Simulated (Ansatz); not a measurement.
ZnS (zinc blende, space group No. 216), a = b = c = 5.4434 Å, α = β = γ = 90.00°; the cell used has 2 atoms.

This is the PBE-relaxed structure.

Q: All from plane-wave PAW PBE (Ansatz code), unless another level is named. Estimate the zero-point energy.

A: 37.9 meV/atom.

Q: Give the Debye temperature from the elastic constants.

A: 352 K.

Q: Predict the vibrational entropy at 300 K.

A: 30.3 J/(K·mol of atoms).

Space group F-43m (zinc blende). The PBE relaxation kept the symmetry of its start; phonons on a q-mesh show no instability.

Potentials: the later of the program's two PAW sets.
